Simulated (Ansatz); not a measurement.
BiTe:
```yaml
crystal:
  lattice:
    - [4.42838, 0.00000, 0.00000]
    - [-2.21419, 3.83509, 0.00000]
    - [0.00000, 0.00000, 24.94890]
  atoms:
    - { symbol: Bi, position: [0.00000, 0.00000, 0.12810] }
    - { symbol: Bi, position: [0.00000, 0.00000, 0.87190] }
    - { symbol: Bi, position: [0.33333, 0.66667, 0.29042] }
    - { symbol: Bi, position: [0.66667, 0.33333, 0.70958] }
    - { symbol: Bi, position: [0.66667, 0.33333, 0.46692] }
    - { symbol: Bi, position: [0.33333, 0.66667, 0.53308] }
    - { symbol: Te, position: [0.33333, 0.66667, 0.06037] }
    - { symbol: Te, position: [0.66667, 0.33333, 0.93963] }
    - { symbol: Te, position: [0.66667, 0.33333, 0.20972] }
    - { symbol: Te, position: [0.33333, 0.66667, 0.79028] }
    - { symbol: Te, position: [0.00000, 0.00000, 0.35896] }
    - { symbol: Te, position: [0.00000, 0.00000, 0.64104] }
```

Relaxed with r²SCAN+D4.

Task: Map the valence electron density (e/Å³), cut off at 1 on the plane through (0.000, 0.000, 0.128) spanned by u = [0, 0, 1] and v = [1, -1, 0] in lattice vectors, from DFT-r²SCAN+D4 in the program Ansatz with PAW potentials.

Result: x is the fraction of u, y of v (the angle between them is 90°; rows are the nearest grid lines); atoms in the plane: Bi at (0.00, 0.00), Bi at (0.74, 0.00), Bi at (0.16, 0.33), Bi at (0.58, 0.67), Bi at (0.34, 0.67), Bi at (0.41, 0.33), Te at (0.93, 0.33), Te at (0.81, 0.67), Te at (0.08, 0.67), Te at (0.66, 0.33).
```
|@@:    .@@@=      .*@*.    =@@@.     :@@|
|@@:    .%@@-       +@+.    -@@@.     .@@|
|@@.    .+@@:       =@=.    :@@*.     .@@|
|*-...   :+=.       .+-.    .=*-..     -*|
|..:--.  ... .--.    ::-:    .::=-.     .|
| .-*+.      :**:    .-#+.    .-*+:      |
| .*@@-      =@@+.   .#@@-    .+@@=      |
| .@@@=      #@@@.   .@@@=    .*@@*.     |
| .@@@=      #@@@.   .@@@=    .*@@*.     |
| .#@@-      +@@*.   .@@@-    .+@@=      |
| .-#*:      :%@-.    -@*:.    :**:      |
|  :==:..    .=+-:.   .=-...   :=-.  ..  |
|   ..:==.    .:-+-.   ..:==.   ..  :=-. |
|    .:@%:     .=@*.    .-#*:       -#+: |
|     +@@+     .@@@-    .+@@+.     .#@@- |
|     %@@#     .@@@=    .*@@*.     .@@@= |
|     %@@#     .@@@=    .*@@*.     .@@@= |
|     =@@=     .%@@:    .=@@=.     .*@@- |
|.    :**:.    .-#+.     :+*:.      :*+:.|
|.    .--::.    .-:. .   .--:..     .--:.|
|*-     .-+=.       :=:   ...=+:     .:=*|
|@@.    .*@@:       =@=.    :@@*.     .@@|
|@@:    .%@@-       +@+.    -@@@.     :@@|
|@@:    .@@@=      .*@*.    =@@@.     :@@|
```
Scale: ten equal steps from 0.008 (start of ' ') to 1.00 (end of '@'), in the order ' .:-=+*#%@'; x runs from 0.000 to 1.00, y from 0.000 (bottom) to 1.00 (top).

The density is the valence pseudo-density with augmentation charge, so density and ELF within about 1 Å of a nucleus are not all-electron values.

Space group P-3m1. The workflow started from an entry of the Crystallography Open Database (COD), which files this formula under 2 space groups. Its standing as an ambient phase is unchecked. The r²SCAN+D4 relaxation kept the symmetry of its start; its stability against distortions is not shown here. Spin–orbit coupling is left out wherever it is not named.

Potentials: the later of the program's two PAW sets.
